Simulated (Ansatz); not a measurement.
BAs: zone-centre modes at 50 GPa

All numbers below come from DFT LDA, scalar-relativistic, plane waves, PAW (Ansatz). Cutoff 420 eV, 10×10×10 k-points (Γ-centred), fixed occupations. No spin polarisation. Phonons by linear response, acoustic sum rule imposed.

The cell, relaxed at 50 GPa:
```
CELL_PARAMETERS angstrom
0.00000 2.19912 2.19912
2.19912 0.00000 2.19912
2.19912 2.19912 0.00000
ATOMIC_POSITIONS crystal
B 0.00000 0.00000 0.00000
As 0.75000 0.75000 0.75000
```

Other phases may be more stable at this pressure. The run warned that the force constants aren't converged on this k mesh, so the frequencies and all that is formed from them are rough. The bands were filled as in an insulator; under compression the gap may have closed between mesh points.

Problem. Give the high-frequency dielectric tensor ε∞.

Solution.
```
9.13 0.00 0.00
0.00 9.13 0.00
0.00 0.00 9.13
```

Problem. Give the Born effective charges.

Solution.
| atom | Z*xx | Z*yy | Z*zz | mean |
| --- | --- | --- | --- | --- |
| B (atom 1) | -1.16 | -1.16 | -1.16 | -1.16 |
| As (atom 2) | 1.16 | 1.16 | 1.16 | 1.16 |

Problem. How large is the static dielectric tensor with the ions free to move, and what share of it is ionic?

Solution.
```
9.6 0.0 0.0
0.0 9.6 0.0
0.0 0.0 9.6
```
The ions give 5 % of its trace.

Cost: 1 run of about 1.4 core-minutes, on Intel Xeon Processor @ 2.50GHz (Skylake/Cascade Lake) (shared hosts).